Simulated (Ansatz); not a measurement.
Consider the following.

GeRh (rock salt, Fm-3m), a = 5.0614 Å, b = 5.0614 Å, c = 5.0614 Å, α = 90.00°, β = 90.00°, γ = 90.00°; the cell used has 2 atoms.

This is the PBE-relaxed structure.

Q: All from plane-wave PAW PBE (Ansatz code), unless another level is named. Give the electronic character.

A: metallic (no gap).

Q: And the formation energy from the elements (no fitted shifts)?

A: -12 kJ/mol of atoms.

Q: Give the density of states at the Fermi level.

A: 0.57 states/eV per atom (mean over ±0.08 eV).

A made-up cell: these elements were put on the sites of a structure type; neither database checked (COD, Materials Project) lists it. COD files the formula under space group No. 62, so this cell is another polymorph or a model. Its standing as an ambient phase is unchecked. Symmetry was held in the PBE relaxation; its stability against distortions is not shown here. No spin polarisation was allowed. The references are the lowest solids computed at this level, not always the standard phases. Scalar-relativistic: spin–orbit coupling is off unless named, which matters more the heavier the elements.

Potentials: the later of the program's two PAW sets.
